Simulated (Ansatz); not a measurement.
Consider the following.

P in space group I4_132 (No. 214; P on 8a), a = 6.0246 Å, b = 6.0246 Å, c = 6.0246 Å, α = 90.00°, β = 90.00°, γ = 90.00°; the cell used has 4 atoms.

This is the PBEsol-relaxed structure.

Task: All from PBEsol in the plane-wave PAW code Ansatz, unless another level is named. Predict the electronic character.

Result: metallic (no gap).

Task: Next, the density of states at the Fermi level?

Result: 0.69 states/eV per atom (mean over ±0.08 eV).

The start of the workflow was typed in or built on a structure type; neither database checked (COD, Materials Project) lists it. It is not the phase usual at ambient conditions (space group No. 64). The cell was relaxed with PBEsol under the symmetry of its start. At this level the phase is dynamically unstable (imaginary phonons). The volume moved by 30 % from the start of the relaxation.

Potentials: the later of the program's two PAW sets.
